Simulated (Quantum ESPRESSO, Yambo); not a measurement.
Ta₂O₅ (space group P2/m, No. 10): one geometry, one set of LDA (pw.x of Quantum ESPRESSO, ONCV potentials, no spin-orbit coupling) orbitals, self-energies from Yambo (4×4×2 Γ-centred k mesh, bands 3 to 189 and a 8 Ry block in the screening, 189 bands in G with the Bruneval-Gonze terminator, plasmon pole fitted at 27.2 eV).

```
level                                                     gap (-0.5, -0.5, -0.5) → (0, 0, -0.5) (eV)  direct gap at Γ (eV)
--------------------------------------------------------  ------------------------------------------  --------------------
LDA (Quantum ESPRESSO)                                                                          2.13                  2.80
exchange only (Hartree-Fock self-energy on LDA orbitals)                                  (withheld)            (withheld)
static COHSEX@LDA                                                                               4.34                  5.10
G0W0@LDA, plasmon pole                                                                    (withheld)            (withheld)
```

Question: Some entries are withheld; supply them.

Answer: 
- exchange only (Hartree-Fock self-energy on LDA orbitals), gap (-0.5, -0.5, -0.5) → (0, 0, -0.5) (eV): 13.02
- exchange only (Hartree-Fock self-energy on LDA orbitals), direct gap at Γ (eV): 13.44
- G0W0@LDA, plasmon pole, gap (-0.5, -0.5, -0.5) → (0, 0, -0.5) (eV): 3.80
- G0W0@LDA, plasmon pole, direct gap at Γ (eV): 4.50

Bare exchange has no screening and gives the widest gap; static COHSEX screens it but leaves out the frequency dependence, which G0W0 restores.

Nearest settings tried, and what they do to the gap: 124 bands in W, 124 bands in G: +53 meV; 7 Ry block (205 vectors against 259): -28 meV. Not varied: mesh. So the settings aren't converged at that level.

Geometry of the Materials Project entry, not relaxed at this level; primitive cell a = 3.841 Å, b = 3.863 Å, c = 6.778 Å, α = γ = 90.00°, β = 105.57°.

The structure is a Materials Project entry; no match was found in the copy of COD used, and its stability was not checked.
